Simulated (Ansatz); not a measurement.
Notes on a calculation: Bi (A7)

**What was measured.** A measured cell of trigonal Bi (space group R-3m) at 4.2 K, from the Crystallography Open Database (1969, doi:10.1107/S0021889869006443), has a, c = 4.533, 11.797 Å and 34.99 Å³/atom.

Method: HSE06, scalar-relativistic; no spin polarisation; PAW, 420 eV, 6×6×6 k-mesh, Gaussian smearing of 0.05 eV; code Ansatz; PAW files: Ansatz's generated set soft_2.

The first cell, 1 % over the database's volume:

```
CELL_PARAMETERS angstrom
2.22514 1.28469 4.12626
-2.22514 1.28469 4.12626
0.00000 -2.56937 4.12626
ATOMIC_POSITIONS crystal
Bi 0.22754 0.22754 0.22754
Bi 0.77246 0.77246 0.77246
```

The runs in order:

| run | level | k-mesh | kind | V (Å³/atom) | P (GPa) | E − E(final) (meV/atom) | gap on the mesh (eV) |
| --- | --- | --- | --- | --- | --- | --- | --- |
| 1 | PBE | 6×6×6 | cell and atoms relaxed | 36.98 | 0.1 | – | metal |
| 2 | HSE06 | 6×6×6 | fixed cell | 36.98 | -1.5 | 6.8 | 0.07 |
| 3 | HSE06 | 6×6×6 | shape and atoms relaxed, volume fixed | 36.61 | -0.4 | 0.6 | 0.08 |
| 4 | HSE06 | 6×6×6 | shape and atoms relaxed, volume fixed | 36.48 | -0.3 | 0.3 | 0.08 |
| 5 | HSE06 | 6×6×6 | shape and atoms relaxed, volume fixed | 36.11 | 0.0 | 0.0 | 0.06 |

The volume is at zero pressure for this level.

The final structure (symmetry read at 0.01 Å). It takes space group R-3m (No. 166, trigonal). The conventional cell has a = 4.513 Å, b = 4.513 Å, c = 12.285 Å, α = 90.00°, β = 90.00°, γ = 120.00°. Bi (site symmetry 3m) is surrounded by 3 Bi at 3.05 Å. (Neighbours are counted to 15 % beyond the shortest distance.)

```json
{"atom": "Bi", "site": "6c", "symmetry": "3m", "x": "0.3333", "y": "0.6667", "z": "0.8981"}
```

At the final geometry the gap, band path included, is zero (metallic). The runs in the table took roughly 13 core-minutes.

**Comparison.** The computed cell (4.513, 12.285 Å, 36.11 Å³/atom) differs from the database's by +3.2 % in volume, about +1.1 % in length. The axes miss by −0.4 %, +4.1 %, so errors cancel in the volume. Without a dispersion term the weakly bound parts drift apart.

For elements this heavy, spin–orbit coupling would shift levels and gaps; it isn't included here. Pressures of hybrids are less tightly converged. The structure is built of weakly bound bilayers, and this functional has no dispersion term, so their spacing and all that hangs on it (volume, the soft elastic constants, low modes, dielectric constants) are poorly given.

For this crystal the k-mesh misses a band edge: under HSE06 at the relaxed cell a band path gives a gap of zero (metallic) where the mesh alone gives 0.06 eV, so gaps on the mesh are upper bounds.
